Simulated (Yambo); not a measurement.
Yambo run on RuP4 (space group P2_1/c, No. 14). The wavefunctions are PBEsol (Quantum ESPRESSO, PseudoDojo norm-conserving, 84 Ry, scalar-relativistic) ones on a 2×2×2 mesh (36 occupied bands); a = 4.6931 Å, b = 4.6858 Å, c = 7.1217 Å, α = γ = 90.00°, β = 99.48°.

Yambo input:

```
rim_cut
gw0
dyson
el_el_corr
HF_and_locXC
ppa
em1d
RandQpts= 1000000
RandGvec= 1 Ry
EXXRLvcs= 84 Ry
VXCRLvcs= 336 Ry
Chimod= "HARTREE"
% BndsRnXp
 9 | 114 |
%
NGsBlkXp= 7 Ry
% LongDrXp
 1.0 | 1.0 | 1.0 |
%
PPAPntXp= 27.2114 eV
% GbndRnge
 1 | 231 |
%
GTermKind= "BG"
DysSolver= "n"
ExtendOut
% QPkrange
 5 | 5 | 36 | 37 |
 7 | 7 | 36 | 36 |
%
```

k points by index: 5 = (-0.5, 0, 0), 7 = (-0.5, -0.5, 0).

The o-*.qp file then holds:

```
#    K-point    Band    Eo [eV]    E [eV]    E-Eo [eV]    Vxc [eV]    Vnlxc [eV]    Sc|Eo [eV]    Sc|E [eV]    dSc/dw|Eo [eV]    Re(Z)    Im(Z)
#
    5    36    -0.402190    -0.031134    0.371057    -18.50524    -21.15914    3.139814    3.024953    -8.425790    0.763564    -0.001611
    5    37    0.750757    1.433905    0.683147    -17.42498    -13.56148    -2.977850    -3.180352    -8.065076    0.771372    -0.001518
    7    36    0.000000    0.029394    0.029394    -14.34722    -16.08868    1.779001    1.770853    -7.560803    0.782559    -0.001393
```
(The two width columns are left out.) Convergence of these settings isn't established.

Spin-orbit coupling is not included.

Geometry of the Materials Project entry, not relaxed at this level.

The structure is a Materials Project entry; no match was found in the copy of COD used, and its stability was not checked.
